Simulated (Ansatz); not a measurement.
Each is relaxed and computed with the program Ansatz at the PBEsol level (PAW). Which is the only one with a gap?
(A) TaAs, CsCl type
(B) Si2BSb, R3m (B on 3a, Sb on 3a, Si on 3a, Si on 3a)
(C) BAs, P6_222 (B on 3d, As on 3c)
(D) AlCrB, Cmcm (Al on 4c, B on 4c, Cr on 4c)

C, BAs, P6_222 (B on 3d, As on 3c). BAs: gap 0.31 eV (indirect); AlCrB: metal; TaAs: metal; Si2BSb: metal. Constructed cells (a structure type filled with these elements, in neither database checked): TaAs, CsCl type. Typed or built starts, not in the databases checked: BAs, P6_222 (B on 3d, As on 3c); AlCrB, Cmcm (Al on 4c, B on 4c, Cr on 4c); Si2BSb, R3m (B on 3a, Sb on 3a, Si on 3a, Si on 3a). Not the usual ambient phase: BAs, P6_222 (B on 3d, As on 3c); TaAs, CsCl type. Began spin-polarised and lost the moments: AlCrB, Cmcm (Al on 4c, B on 4c, Cr on 4c). All cells were relaxed under the symmetry of their starts (and spin orders); stability against distortions was not tested throughout. Named crystals with no word on spin ran without spin polarisation. Spin–orbit coupling is left out wherever it is not named.

Potentials: the earlier of the program's two PAW sets. The files were generated under PBE; for other functionals the program regenerates the frozen cores, and for LDA and PBEsol the local potential too.
